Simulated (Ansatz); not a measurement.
Starting cell, GaN (zinc blende):

```xyz
4
Lattice="0.0000 4.5488 4.5488 2.2744 2.2744 4.5488 2.2744 2.2744 0.0000" Properties=species:S:1:pos:R:3 pbc="T T T"
N      3.4116     3.4116     3.4116
N      3.4116     5.6860     5.6860
Ga     0.0000     0.0000     0.0000
Ga     2.2744     4.5488     6.8232
```

A phonon eigenvector at X = (0.5, 0.5, 0.0) is frozen into this cell: atom i moves by Q times the vector below, so Q is the largest atomic displacement, in Å. The cell is held. It is one choice among 2 degenerate patterns. (q is in reciprocal vectors of the primitive cell; the cell shown is doubled to hold the pattern.)

```tsv
atom	x	y	z
N1	-0.570	0.000	0.000
N2	0.570	0.000	0.000
Ga3	0.000	-1.000	0.000
Ga4	0.000	1.000	0.000
```

All values below come from PBE (plane waves to 420 eV, PAW, scalar-relativistic; Ansatz, a quantum-chemistry and plane-wave program). k mesh 12×12×12 (Γ-centred), Fermi-Dirac smearing 0.05 eV. E stands for the smeared free energy. Stress and pressure are positive under compression. GaN was relaxed with its symmetry unable to fall. The PAW data are Ansatz's earlier set. The zero of ΔE is the undisplaced structure.

```
Q (Å)   ΔE (eV/cell)  −dE/dQ from forces (eV/Å)  P (GPa)
------  ------------  -------------------------  -------
-0.100        0.0929                      1.851    -0.04
-0.083        0.0646                      1.546    -0.02
-0.067        0.0414                      1.240    -0.01
-0.050        0.0233                      0.932     0.00
-0.033        0.0104                      0.622     0.00
-0.017        0.0026                      0.311     0.01
0.000         0.0000                      0.000     0.01
0.017         0.0026                     -0.311     0.01
0.033         0.0104                     -0.622     0.00
0.050         0.0233                     -0.932     0.00
0.067         0.0414                     -1.240    -0.01
0.083         0.0646                     -1.546    -0.02
0.100         0.0929                     -1.851    -0.04
```

Derived quantities:

| Quantity | Result |
|---|---|
| Energy at Q = 0.100 Å | 92.9 meV/cell |
| Space group of the distorted cell | C222_1 (No. 20), lowered from F-43m |
| Symmetry of the curve | even: the same for both signs |
| Shape of the curve | a single well with its minimum at or next to zero displacement |
| Harmonic wavenumber from the curvature (finite differences) | 185 cm⁻¹ |
| Wavenumber by perturbation theory (DFPT, on another k mesh) | 185 cm⁻¹ |

The 13 points together took around 12 core-minutes (rough).

(For displaced atoms, the force is minus the slope of the energy, and its curvature is a force constant, which sets phonon frequencies.)
